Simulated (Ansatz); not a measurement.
Single point in Ansatz 0.2.0 with r2SCAN, no spin polarisation. Cutoff 500 eV, PAW datasets, 8×8×3 Γ-centred k mesh, fermi-dirac filling (width 0.1 eV).

Computed maps in the lattice plane spanned by a (left to right, 4.40 Å, 13 points from zero) and b (bottom to top, 4.40 Å, 13 points from zero), 90° apart, at height 0.153 along c. The fields are smooth PAW ones with compensation charges, not the true ones near nuclei.

Valence density. Digits on a logarithmic scale: 0 up to 0.03 e/Å³, each further digit a factor of 1.6, 9 from 1.3 e/Å³ up:
```
3334699996433
3334578875433
4444455554444
7654444444456
9975444444579
9985444444589
9985444444589
9975444444579
7654444444456
4444455554444
3334578875433
3334699996433
3334799997433
```

The cell is CsTl3Zn4. Which atoms lie within 0.2 Å of this plane, and where (fractions of a and b)?

Zn at (0.00, 0.50), Zn at (0.50, 0.00). The whole cell:
```xyz
8
Lattice="4.3989 0.0000 0.0000 0.0000 4.3989 0.0000 0.0000 0.0000 11.1256" Properties=species:S:1:pos:R:3 pbc="T T T"
Cs    0.0000    0.0000    5.5628
Tl    2.1994    2.1994    3.0897
Tl    2.1994    2.1994    8.0359
Tl    0.0000    0.0000    0.0000
Zn    0.0000    2.1994    1.7066
Zn    2.1994    0.0000    1.7066
Zn    0.0000    2.1994    9.4191
Zn    2.1994    0.0000    9.4191
```

Origin: a known structure type with other elements, at an estimated volume, so it need not be a known compound.
